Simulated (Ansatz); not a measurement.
Al (diamond, space group No. 227) under volume change, PBE in the plane-wave PAW code Ansatz, scaled uniformly.

```
V (Å³/atom)  E − E(relaxed) (meV/atom)  P (GPa)
-----------  -------------------------  -------
25.197                            30.6     4.25
26.028                            12.9     2.62
26.859                             3.1     1.21
27.689                             0.0     0.00
28.520                             2.8    -1.04
29.351                            10.5    -1.93
30.181                            22.6    -2.70
```

Problem. What does a third-order Birch–Murnaghan fit give for V₀, B₀ and B′?

Solution. V₀ = 27.69 Å³/atom, B₀ = 37.3 GPa, B′ = 4.0.

Space group Fd-3m (diamond). The cell is a constructed one: a structure type filled with these elements; neither database checked (COD, Materials Project) lists it. It is not the phase usual at ambient conditions (space group No. 225). The cell was relaxed with PBE under the symmetry of its start. At this level the phase is mechanically unstable.

Potentials: the later of the program's two PAW sets.
